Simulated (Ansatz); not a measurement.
Ansatz (a first-principles code) input:

Ansatz 0.2 input:
```yaml
crystal:
  lattice:
    - [3.247150077, 0.0, 0.0]
    - [-1.6235750385, 2.8121144566, 0.0]
    - [0.0, 0.0, 3.79921744]
  atoms:
    - { symbol: Y, position: [0.0, 0.0, 0.0] }
    - { symbol: B, position: [0.3333333333, 0.6666666667, 0.5] }
    - { symbol: B, position: [0.6666666667, 0.3333333333, 0.5] }
kpoints:
  mp_grid: { grid: [30, 30, 23] }
hamiltonian:
  xc: lda
  pseudopotentials: { kind: paw }
scf:
  occupations: { method: fermi_dirac, width: 0.1 }
elastic: { mode: relaxed_ion, stencil: two_point, amplitude: 0.005, f_tol: 0.0005 }
```

Output (shortened):

```
Pseudopotentials: kind: paw
Pseudopotential: Y, paw, valence charge 11
Pseudopotential: B, paw, valence charge 3
Functional definition: SPW92
Crystal: 3 atoms, lattice volume = 34.692 Å³
Basis set: ecut = 420 eV, 709 PW (Γ)
Bands: 13, of which v1, the nominal top of the filled ones, is band 9 counted from 1 (8 counted from 0)
Symmetry: 24 space group operations
Space group: P6/mmm (ITA 191), of the structure as read, at distance tolerance 3.3e-5 Å
k-points: 1092 of 20700
PAW frozen core: Y, regenerated for the run's functional, and the local potential with it
PAW frozen core: B, regenerated for the run's functional, and the local potential with it
Initial wavefunctions: pseudopotential atomic-orbital guess
Eigensolver: davidson
Functional: x = slater, c = lda
all-band conjugate gradients solve this SCF's bands
the search or the solves at the SCF's close seem to have found levels that the self-consistency loop had missed (the run counts 1) …
SCF 1 converged in 9 iterations: F = -4047.033037 eV  dr2 = 9.56e-15
Crystal: 3 atoms, lattice volume = 34.519 Å³
Symmetry: 8 space group operations
k-points: 2892 of 20700
Initial density: handed on by an earlier stage of this run
Initial wavefunctions: pseudopotential atomic-orbital guess (no wavefunctions were taken with the density)
SCF 2 converged in 8 iterations: F = -4047.032203 eV  dr2 = 2.63e-14
relax step   1: F+E_penalty+E_count = -4047.03220341 eV  Δ(F+E_penalty+E_count) = +0.000e0 eV  max|allowed force component| = 2.235e-2 eV/Å  Δτ_max = 0.0000 Å  (8 SCF iters, accepted)
density extrapolation: transplant  |δρ|_rms = 2.994e-2 e/Å³  SAD shift = 1.376e-4 e/Å³
Crystal: 3 atoms, lattice volume = 34.519 Å³
Initial wavefunctions: those handed on with the density
SCF 3 converged in 10 iterations: F = -4047.032221 eV  dr2 = 0.0
relax step   2: F+E_penalty+E_count = -4047.03222130 eV  Δ(F+E_penalty+E_count) = -1.789e-5 eV  max|allowed force component| = 1.470e-2 eV/Å  Δτ_max = 0.0005 Å  (10 SCF iters, accepted)
density extrapolation: transplant  |δρ|_rms = 2.995e-2 e/Å³  SAD shift = 2.642e-4 e/Å³
Crystal: 3 atoms, lattice volume = 34.519 Å³
SCF 4 converged in 6 iterations: F = -4047.032235 eV  dr2 = 4.27e-14
relax step   3: F+E_penalty+E_count = -4047.03223498 eV  Δ(F+E_penalty+E_count) = -1.368e-5 eV  max|allowed force component| = 5.601e-5 eV/Å  Δτ_max = 0.0009 Å  (6 SCF iters, accepted)
Crystal: 3 atoms, lattice volume = 34.519 Å³
SCF 5 converged in 6 iterations: F = -4047.032235 eV  dr2 = 0.0
Crystal: 3 atoms, lattice volume = 34.865 Å³
SCF 6 converged in 8 iterations: F = -4047.031702 eV  dr2 = 9.73e-14
relax step   1: F+E_penalty+E_count = -4047.03170220 eV  Δ(F+E_penalty+E_count) = +0.000e0 eV  max|allowed force component| = 2.351e-2 eV/Å  Δτ_max = 0.0000 Å  (8 SCF iters, accepted)
density extrapolation: transplant  |δρ|_rms = 2.941e-2 e/Å³  SAD shift = 4.226e-4 e/Å³
Crystal: 3 atoms, lattice volume = 34.865 Å³
SCF 7 converged in 7 iterations: F = -4047.031737 eV  dr2 = 3.12e-14
relax step   2: F+E_penalty+E_count = -4047.03173693 eV  Δ(F+E_penalty+E_count) = -3.473e-5 eV  max|allowed force component| = 2.435e-4 eV/Å  Δτ_max = 0.0015 Å  (7 SCF iters, accepted)
Crystal: 3 atoms, lattice volume = 34.865 Å³
SCF 8 converged in 2 iterations: F = -4047.031737 eV  dr2 = 7.26e-15
density extrapolation: transplant  |δρ|_rms = 2.968e-2 e/Å³  SAD shift = 3.695e-3 e/Å³
Crystal: 3 atoms, lattice volume = 34.519 Å³
SCF 9 converged in 7 iterations: F = -4047.031566 eV  dr2 = 3.05e-14
density extrapolation: first-order (α = -2.000)  |δρ|_rms = 2.968e-2 e/Å³  SAD shift = 3.665e-3 e/Å³
Crystal: 3 atoms, lattice volume = 34.865 Å³
SCF 10 converged in 5 iterations: F = -4047.032523 eV  dr2 = 2.31e-14
Crystal: 3 atoms, lattice volume = 34.692 Å³
Symmetry: 4 space group operations
k-points: 5356 of 20700
SCF 11 converged in 8 iterations: F = -4047.032554 eV  dr2 = 9.43e-15
relax step   1: F+E_penalty+E_count = -4047.03255414 eV  Δ(F+E_penalty+E_count) = +0.000e0 eV  max|allowed force component| = 2.178e-4 eV/Å  Δτ_max = 0.0000 Å  (8 SCF iters, accepted)
Crystal: 3 atoms, lattice volume = 34.692 Å³
SCF 12 converged in 6 iterations: F = -4047.032554 eV  dr2 = 0.0
Crystal: 3 atoms, lattice volume = 34.692 Å³
SCF 13 converged in 8 iterations: F = -4047.032554 eV  dr2 = 9.23e-15
relax step   1: F+E_penalty+E_count = -4047.03255414 eV  Δ(F+E_penalty+E_count) = +0.000e0 eV  max|allowed force component| = 2.178e-4 eV/Å  Δτ_max = 0.0000 Å  (8 SCF iters, accepted)
Crystal: 3 atoms, lattice volume = 34.692 Å³
SCF 14 converged in 6 iterations: F = -4047.032554 eV  dr2 = 0.0
SCF converged after 9 iterations
Free energy (F): -4047.033037 eV
Harris-Foulkes:  -4047.033037 eV  (|F-HF|=0.00e0)
Internal energy: -4046.998648 eV  (E = F + TS)
E sigma→0 (E₀):  -4047.015843 eV
Entropy (-TS):   -0.034389 eV (-11.463 meV/atom)
Fermi energy:    12.299887 eV
--- Per-component energies (eV) ---
  E_band       = -32.136025
  E_kinetic    = 407.490343
  E_local      = -476.760514  (includes V_loc(G=0)·N_el)
  E_nonlocal   = 77.450919
  E_hartree    = 150.532630
  E_xc         = -238.450005
  E_vxc        = -278.327607  (∫ρ·V_xc dr)
  E_paw        = -2869.636856  (= ΣΔE_a)
  E_vpaw       = -63.054420  (= ΣTr[D̂ρ^β])
  E_aug_tail   = -0.000006  (compensation charges beyond the density's cutoff)
  E_ewald      = -1098.046415
  E_core_change = 0.421254  (= ΣΔE_core)
  E_smearing   = -0.034389  (= −TS)
  E_closure    = 0.000000  (closes the sum)
  Σ components = -4047.033037   (vs F -4047.033037, Δ=0.00e0)
--- Forces (eV/Å), atoms counted from 1 ---
  atom   1  Y      0.00000000     0.00000000     0.00000000
  atom   2  B      0.00000000     0.00000000     0.00000000
  atom   3  B      0.00000000     0.00000000     0.00000000
  max |Σ_I F_I| component: 3.70e-17 eV/Å
--- Stress (GPa, compression-positive) ---
       -0.238087       0.000000       0.000000
        0.000000      -0.238087       0.000000
        0.000000       0.000000       0.433742
  P = ⅓ Tr σ = -0.0141 GPa (-0.141 kbar)
  The stress holds the Pulay correction. Without it, at fixed plane waves, as pw.x and ABINIT print it: P = -0.1471 GPa
  The stress includes an estimate of the error left by incomplete SCF convergence (largest component  0.0000 GPa; it does not cover the PAW one-centre terms).
--- Band table (eV; the first three rows and the last of 1092) ---
  k-point 0: bands = ["-28.4787", "-8.7018", "-8.0790", "-8.0790", "1.6434", "11.2071", "11.6252", "11.6252", "11.6445", "17.8880", "17.8880", "18.0816", "18.3315"]
  k-point 1: bands = ["-28.4784", "-8.7098", "-8.0786", "-8.0786", "1.6706", "10.9300", "11.6389", "11.6389", "11.9167", "17.8391", "17.8391", "17.9417", "17.9417"]
  k-point 2: bands = ["-28.4775", "-8.7329", "-8.0774", "-8.0774", "1.7510", "10.5056", "11.6799", "11.6799", "12.3275", "17.4557", "17.4557", "17.6978", "17.6978"]
  k-point 1091: bands = ["-28.2815", "-8.9010", "-8.9010", "-8.6873", "5.4435", "5.4435", "9.0682", "11.6023", "11.6023", "18.5155", "20.0051", "20.0051", "20.4574"]
  band table: 13 of 13 bands, residual norms ≤ 1.0e-3 eV
--- Elastic constants: 3 strain directions × 2 members + reference (group order 24) ---
  dense FFT box of the reference and of every strained cell: 24×24×27
  strains applied: 11, 33, 23; error gains …
  C = ∂σ_k/∂η_j (tension-positive GPa; Voigt order 11 22 33 23 13 12):
       388.229     54.082     92.052      0.000      0.000      0.000
        54.082    388.229     92.052      0.000      0.000      0.000
        92.694     92.694    366.189      0.000      0.000      0.000
         0.000      0.000      0.000    177.934      0.000      0.000
         0.000      0.000      0.000      0.000    177.934      0.000
         0.000      0.000      0.000      0.000      0.000    167.073
  reference stress σ⁰ (GPa):      0.238      0.238     -0.434      0.000      0.000      0.000
  moduli (Voigt/Reuss/Hill, GPa): K = 180.03/179.96/180.00   G = 164.84/163.05/163.95   E = 377.29   ν = 0.151
  mechanically stable: yes (min eigenvalue of sym C = 167.07 GPa)
  strain η (Voigt 11):  stress-route row diagonal C_11 = 388.23 GPa, energy-path curvature d²(F+E_count+ΔE)/dδ²/Ω₀ = 388.26 GPa
         δ    σ_11 (GPa)             F (eV)   n_scf  n_hpsi   n_pw
    -5.000e-3      -1.7286       -4047.0322350       6  519326    709   relax 3 steps, max|allowed force component| 5.60e-5 eV/Å
     5.000e-3       2.1536       -4047.0317369       2  370354    711   relax 2 steps, max|allowed force component| 2.44e-4 eV/Å
  strain η (Voigt 33):  stress-route row diagonal C_33 = 366.19 GPa, energy-path curvature d²(F+E_count+ΔE)/dδ²/Ω₀ = 366.19 GPa
         δ    σ_33 (GPa)             F (eV)   n_scf  n_hpsi   n_pw
    -5.000e-3      -2.2887       -4047.0315660       7  260068    709   relax 0 steps, max|allowed force component| 4.44e-16 eV/Å
     5.000e-3       1.3732       -4047.0325227       5  206445    715   relax 0 steps, max|allowed force component| 4.44e-16 eV/Å
  strain η (Voigt 23):  stress-route row diagonal C_44 = 177.93 GPa, energy-path curvature d²(F+E_count+ΔE)/dδ²/Ω₀ = 177.98 GPa
         δ    σ_23 (GPa)             F (eV)   n_scf  n_hpsi   n_pw
    -5.000e-3      -0.8897       -4047.0325541       6  963848    710   relax 1 steps, max|allowed force component| 2.18e-4 eV/Å
     5.000e-3       0.8897       -4047.0325541       6  963807    710   relax 1 steps, max|allowed force component| 2.18e-4 eV/Å
```

Cost: about 18 core-minutes (a rough figure) on shared cores.

The first step of the workflow began from a Materials Project structure, measured or hypothetical; the Crystallography Open Database files this formula in space group No. 191, but the cells were not matched. Its standing as an ambient phase is unchecked. The cell was relaxed with LDA under the symmetry of its start; of distortions, only those at the zone centre were tested. No spin polarisation was allowed. As this level gives no gap, shear constants depend on the k-mesh and smearing (Fermi–Dirac, 0.1 eV here). On the denser mesh and wider smearing of the elastic run this cell carries a stress of 0.4 GPa. Spin–orbit coupling is left out wherever it is not named.

Potentials: the later of the program's two PAW sets.

Ansatz is a plane-wave DFT program.
